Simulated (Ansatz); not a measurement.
Given:

Al2Au:
```
CELL_PARAMETERS angstrom
      0.00000     2.97802     2.97802
      2.97802     0.00000     2.97802
      2.97802     2.97802     0.00000
ATOMIC_POSITIONS crystal
  Al 0.25000 0.25000 0.25000
  Al 0.75000 0.75000 0.75000
  Au 0.00000 0.00000 0.00000
```

This is the LDA-relaxed structure.

Task: All from DFT-LDA in the program Ansatz with PAW potentials, unless another level is named. Give the density of states at the Fermi level.

Result: 0.30 states/eV per atom (mean over ±0.08 eV).

Task: Predict the formation energy from the elements (no fitted shifts).

Result: -0.50 eV/atom.

Space group Fm-3m (fluorite or antifluorite type). The LDA relaxation kept the symmetry of its start; of distortions, only those at the zone centre were tested. The references are the lowest solids computed at this level, not always the standard phases. Scalar-relativistic: spin–orbit coupling is off unless named, which matters more the heavier the elements.

Potentials: the later of the program's two PAW sets.
